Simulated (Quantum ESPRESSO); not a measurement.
pw.x input (Quantum ESPRESSO 7.5; PBEsol, PseudoDojo standard norm-conserving files, scalar-relativistic):

```
&CONTROL
  calculation = 'scf'
  pseudo_dir = './pseudo'
  outdir = './out'
  tprnfor = .true.
  tstress = .true.
/
&SYSTEM
  ibrav = 0
  nat = 5
  ntyp = 3
  ecutwfc = 102.0
  ecutrho = 408.0
  occupations = 'smearing'
  smearing = 'fd'
  degauss = 0.002
  nbnd = 30
/
&ELECTRONS
  conv_thr = 5e-10
/
ATOMIC_SPECIES
Cl 35.4500 Cl.upf
Cd 112.4140 Cd.upf
Cs 132.9055 Cs.upf
CELL_PARAMETERS angstrom
  5.264400000000   0.000000000000   0.000000000000
  0.000000000000   5.264400000000   0.000000000000
  0.000000000000   0.000000000000   5.264400000000
ATOMIC_POSITIONS crystal
Cl   0.000000000000   0.500000000000   0.500000000000
Cl   0.500000000000   0.000000000000   0.500000000000
Cl   0.500000000000   0.500000000000   0.000000000000
Cd   0.500000000000   0.500000000000   0.500000000000
Cs   0.000000000000   0.000000000000   0.000000000000
K_POINTS automatic
6 6 6 0 0 0
```

End of the output:

```
     total energy              =    -495.85497506 Ry
     estimated scf accuracy    <       0.00000463 Ry
     total energy              =    -495.85497698 Ry
     estimated scf accuracy    <       0.00000024 Ry
     total energy              =    -495.85497711 Ry
     estimated scf accuracy    <       0.00000002 Ry
[...]
     the Fermi energy is     4.3902 ev
!    total energy              =    -495.85497712 Ry
     estimated scf accuracy    <          4.1E-10 Ry
     smearing contrib. (-TS)   =      -0.00000000 Ry
     internal energy E=F+TS    =    -495.85497712 Ry
     The total energy is F=E-TS. E is the sum of the following terms:
     one-electron contribution =    -331.65571110 Ry
     hartree contribution      =     179.90831830 Ry
     xc contribution           =     -88.52985115 Ry
     ewald contribution        =    -255.57773317 Ry
     convergence has been achieved in   8 iterations
     Forces acting on atoms (cartesian axes, Ry/au):
     atom    1 type  1   force =     0.00000000    0.00000000    0.00000000
     atom    2 type  1   force =     0.00000000    0.00000000    0.00000000
     atom    3 type  1   force =     0.00000000    0.00000000    0.00000000
     atom    4 type  2   force =     0.00000000    0.00000000    0.00000000
     atom    5 type  3   force =     0.00000000    0.00000000    0.00000000
     Total force =     0.000000     Total SCF correction =     0.000000
     Computing stress (Cartesian axis) and pressure
          total   stress  (Ry/bohr**3)                   (kbar)     P=      -11.57
  -0.00007865   0.00000000   0.00000000          -11.57        0.00        0.00
   0.00000000  -0.00007865   0.00000000            0.00      -11.57        0.00
   0.00000000   0.00000000  -0.00007865            0.00        0.00      -11.57
```
In a gapped system the printed Fermi energy is only some level inside the gap.

Spin-orbit coupling is not included.

Geometry of the Materials Project entry, not relaxed at this level.
